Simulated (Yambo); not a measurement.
Yambo run on CsCdF₃ (cubic perovskite, space group Pm-3m, No. 221). The wavefunctions come from this Quantum ESPRESSO step (PBEsol, PseudoDojo standard norm-conserving files, fully relativistic):

```
&CONTROL
  calculation = 'nscf'
  pseudo_dir = './pseudo'
  outdir = './out'
/
&SYSTEM
  ibrav = 0
  nat = 5
  ntyp = 3
  ecutwfc = 102.0
  ecutrho = 408.0
  occupations = 'fixed'
  force_symmorphic = .true.
  nbnd = 280
  noncolin = .true.
  lspinorb = .true.
/
&ELECTRONS
  conv_thr = 5e-09
  diago_full_acc = .true.
  diago_thr_init = 1e-08
/
ATOMIC_SPECIES
F 18.9984 F.upf
Cd 112.4140 Cd.upf
Cs 132.9055 Cs.upf
CELL_PARAMETERS angstrom
  4.486810000000   0.000000000000   0.000000000000
  0.000000000000   4.486810000000   0.000000000000
  0.000000000000   0.000000000000   4.486810000000
ATOMIC_POSITIONS crystal
F   0.000000000000   0.500000000000   0.500000000000
F   0.500000000000   0.000000000000   0.500000000000
F   0.500000000000   0.500000000000   0.000000000000
Cd   0.500000000000   0.500000000000   0.500000000000
Cs   0.000000000000   0.000000000000   0.000000000000
K_POINTS automatic
2 2 2 0 0 0
```

Yambo input:

```
rim_cut
gw0
dyson
el_el_corr
HF_and_locXC
ppa
em1d
RandQpts= 1000000
RandGvec= 1 Ry
EXXRLvcs= 102 Ry
VXCRLvcs= 408 Ry
Chimod= "HARTREE"
% BndsRnXp
 9 | 278 |
%
NGsBlkXp= 7 Ry
% LongDrXp
 1.0 | 1.0 | 1.0 |
%
PPAPntXp= 27.2114 eV
% GbndRnge
 1 | 278 |
%
GTermKind= "BG"
DysSolver= "n"
ExtendOut
% QPkrange
 1 | 1 | 48 | 52 |
 2 | 2 | 50 | 51 |
 3 | 3 | 50 | 51 |
 4 | 4 | 50 | 51 |
%
```

k points by index: 1 = Γ, 2 = X, 3 = M, 4 = R.

Table of the .qp output:

```
#    K-point    Band    Eo [eV]    E [eV]    E-Eo [eV]    Vxc [eV]    Vnlxc [eV]    Sc|Eo [eV]    Sc|E [eV]    dSc/dw|Eo [eV]    Re(Z)    Im(Z)
#
    1    48    -1.016814    -2.846658    -1.829844    -21.37350    -28.67905    5.006117    5.475700    -6.982520    0.795794    -0.001273
    1    49    -1.016814    -2.851771    -1.834957    -21.37350    -28.67898    4.999618    5.470524    -6.982675    0.795791    -0.001279
    1    50    -1.016814    -2.850948    -1.834133    -21.37350    -28.67934    5.000921    5.471703    -6.983977    0.795760    -0.001277
    1    51    3.219558    4.547971    1.328413    -12.31273    -7.358873    -3.421400    -3.625445    -4.179451    0.866857    -0.785502E-3
    1    52    3.219558    4.547971    1.328413    -12.31273    -7.358873    -3.421400    -3.625445    -4.179451    0.866857    -0.785502E-3
    2    50    -1.059080    -2.995726    -1.936646    -21.80907    -29.41140    5.167335    5.665682    -7.001569    0.795351    -0.001302
    2    51    5.653982    7.285735    1.631753    -16.09174    -11.02519    -3.141390    -3.434794    -4.892599    0.847600    -0.971603E-3
    3    50    -0.002448    -1.645190    -1.642742    -25.27130    -31.90630    4.611275    4.992263    -6.310467    0.811749    -0.001075
    3    51    6.392722    8.028238    1.635517    -15.93163    -10.95268    -3.044062    -3.343437    -4.980762    0.845280    -0.732159E-3
    4    50    0.000000    -1.629221    -1.629221    -25.27485    -31.92889    4.646740    5.024825    -6.314356    0.811655    -0.001075
    4    51    7.009023    8.186450    1.177427    -9.855684    -5.097210    -3.407642    -3.581048    -4.007272    0.871638    -0.807715E-3
```
(The two width columns are left out.) Convergence of these settings isn't established.

Geometry of the Materials Project entry, not relaxed at this level.

The structure is a Materials Project entry; no match was found in the copy of COD used, and its stability was not checked.
